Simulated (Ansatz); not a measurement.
What a change of settings does: Cr (bcc type)

First run: DFT, LDA, all-electron LAPW, scalar-relativistic (Ansatz 0.2.0).

Command: `ansatz run input.yaml --threads 1 --pin off --max-ram 3072MiB --backend cpu --events-out ev --progress --plain --runs-dir out` It took 54 s on 1 thread of Arm Neoverse V1, on a shared host, peak memory 0.57 GiB.

```yaml
crystal:
  lattice:
    - [-1.1067155901, 1.1067155901, 1.1067155901]
    - [1.1067155901, -1.1067155901, 1.1067155901]
    - [1.1067155901, 1.1067155901, -1.1067155901]
  atoms:
    - { symbol: Cr, position: [0.0, 0.0, 0.0], spin: 2.0 }
magnetization:
  spin_polarized: true
kpoints:
  mp_grid: { grid: [21, 21, 21] }
  band_path:
    path:
      - [0.0, 0.0, 0.0]
      - [0.5, -0.5, 0.5]
      - [0.0, 0.0, 0.5]
      - [0.0, 0.0, 0.0]
      - [0.25, 0.25, 0.25]
      - [0.5, -0.5, 0.5]
      - [0.25, 0.25, 0.25]
      - [0.0, 0.0, 0.5]
    npoints: 8
scf:
  occupations: { method: fermi_dirac, width: 0.1 }
hamiltonian:
  xc: lda
  pseudopotentials: { kind: all_electron, lapw: { basis_error: 0.001 } }
output:
  forces: true
  stress: true
  eigenvalues: true
  populations: true
  dos: { projected: true, de: 0.2, e_range: [-14, 8] }
```

The base cell comes from a relaxation on PAW files under the same functional, and the cell shown is scaled from it.

This run: volume at 0.5 of the series' base cell.

It converges in 9 SCF iterations at a pressure of 797.0 GPa, cell moment 0.00 μB.

The input is then changed:

```diff
 scf:
-  occupations: { method: fermi_dirac, width: 0.1 }
+  occupations: { method: tetrahedron_uncorrected }
 hamiltonian:
   pseudopotentials: { kind: all_electron, lapw: { basis_error: 0.001 } }
+  hubbard: { sites: [{ species: Cr, l: d, u_eff: 2.0 }], double_counting: amf }
 output:
   populations: true
-  dos: { projected: true, de: 0.2, e_range: [-14, 8] }
```

What does the second run give?

It converges in 14 SCF iterations, cell moment 0.00 μB. More than one line changes, and not each need have an effect.
